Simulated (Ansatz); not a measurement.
These are results of DFT PBE, scalar-relativistic, plane waves, PAW (Ansatz 0.2.0), not measurements. All cells share a 420 eV cutoff and Γ-centred k meshes spaced at most about 0.3 Å⁻¹ (about 0.25 or finer for metals, 2π included). Collinear spin in cells that started with moments and kept them past the coarse steps, no spin elsewhere.

Each of these unrelaxed guesses is relaxed in cell and atoms within its symmetry. A guess keeps its type if space group and coordination stay and the shape of the cell changes little (axis ratios within about 15 %, angles within 6°); the volume may change.

1. MnIn3 (collinear spin from parallel moments)

```
Mn In
1.0
     3.80317    0.00000    0.00000
    -1.90158    3.29364    0.00000
     0.00000    0.00000    8.18946
Mn In
1 3
Direct
  0.66667 0.33333 0.50000
  0.17033 0.82967 0.50000
  0.17033 0.34065 0.50000
  0.65935 0.82967 0.50000
```

2. Al3GaIr

```
Al Ga Ir
1.0
     4.51310    0.00000    0.00000
     0.00000    4.51310    0.00000
     0.00000    0.00000    4.79881
Al Ga Ir
3 1 1
Direct
  0.50000 0.50000 0.50000
  0.50000 0.00000 0.00000
  0.00000 0.50000 0.00000
  0.00000 0.00000 0.50000
  0.00000 0.00000 0.00000
```

Q: Which guesses survive the relaxation?

A: Guess 2 keeps its type.

```json
{"guess": "1", "kept": "no", "start group": "P-6m2", "end group": "P6/mmm", "V start (Å³/atom)": "25.6", "V end": "24.8", "b/a and c/a, end over start": "-", "nearest neighbours start": "In 6, Mn 6", "nearest neighbours end": "In 8, Mn 8"}
{"guess": "2", "kept": "yes", "start group": "P4/mmm", "end group": "P4/mmm", "V start (Å³/atom)": "19.5", "V end": "21.9", "b/a and c/a, end over start": "1.00, 0.95", "nearest neighbours start": "Al 2/12, Ga 2, Ir 6", "nearest neighbours end": "Al 2/12, Ga 2, Ir 6"}
```

Neighbours count within 15 % of an atom's shortest distance; end groups are read at 0.02 Å (0.05 Å in metals).

These runs have no spin–orbit coupling, which can matter for Ir. Another magnetic order may lie lower. Cells relaxed within their symmetry can be saddle points.

In counts of neighbours, a slash parts the counts of unlike sites.
